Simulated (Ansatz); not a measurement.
Level of theory: Ansatz 0.2.0, DFT PBE, scalar-relativistic, plane waves, PAW. Settings: cutoff 420 eV, Γ-centred meshes spaced at most about 0.3 Å⁻¹, and about 0.25 Å⁻¹ or finer for metals (2π included), Gaussian smearing. No spin polarisation in the final relaxations.

Each of these unrelaxed guesses is relaxed in cell and atoms within its symmetry. A guess keeps its type if space group and coordination stay and the shape of the cell changes little (axis ratios within about 15 %, angles within 6°); the volume may change.

1. SnGe5

```
Sn Ge
1.0
     0.00000    4.14655    4.14655
     4.14655    0.00000    4.14655
     4.14655    4.14655    0.00000
Sn Ge
1 5
Direct
  0.00000 0.00000 0.00000
  0.50000 0.50000 0.50000
  0.34595 0.34595 0.34595
  0.34595 0.34595 0.96216
  0.34595 0.96216 0.34595
  0.96216 0.34595 0.34595
```

2. Mo2F3 (collinear spin from parallel moments)

```
Mo F
1.0
     3.17022    0.00000    0.00000
     0.00000    3.17022    0.00000
     0.00000    0.00000    6.48011
Mo F
2 3
Direct
  0.50000 0.00000 0.26216
  0.00000 0.50000 0.73784
  0.00000 0.50000 0.36525
  0.50000 0.00000 0.63475
  0.50000 0.50000 0.00000
```

3. CdSb3O

```
Cd Sb O
1.0
     4.29557    0.00000    0.00000
     0.00000    4.29557    0.00000
     0.00000    0.00000    6.95071
Cd Sb O
1 3 1
Direct
  0.50000 0.50000 0.00000
  0.00000 0.00000 0.50000
  0.50000 0.50000 0.27045
  0.50000 0.50000 0.72955
  0.50000 0.50000 0.50000
```

**Question.** Which guesses survive the relaxation?

**Answer.** Guess 1 keeps its type.

```tsv
guess	kept	start group	end group	V start (Å³/atom)	V end	b/a and c/a, end over start	nearest neighbours start	nearest neighbours end
1	yes	F-43m	F-43m	23.8	33.5	1.00, 1.00	Ge 4, Sn 12	Ge 4, Sn 12
2	no	P-4m2	P-4m2	13.0	13.4	1.00, 1.89	F 4/5, Mo 7	F 8, Mo 10
3	no	P4/mmm	P4/mmm	25.7	26.0	1.00, 2.31	Cd 2, O 2, Sb 1/12	Cd 2, O 4, Sb 1/4
```

Neighbours count within 15 % of an atom's shortest distance; end groups are read at 0.02 Å (0.05 Å in metals).

Weakly bound directions are ill-defined at this level, which has no dispersion term (Mo2F3 P-4m2, CdSb3O P4/mmm). Spin–orbit coupling, which can matter for Sb, is left out. In Mo2F3 P-4m2 an odd number of electrons in the primitive cell allows no gap without spin; a larger cell or a magnetic state could open one. Cells relaxed within their symmetry can be saddle points.

In counts of neighbours, a slash parts the counts of unlike sites.
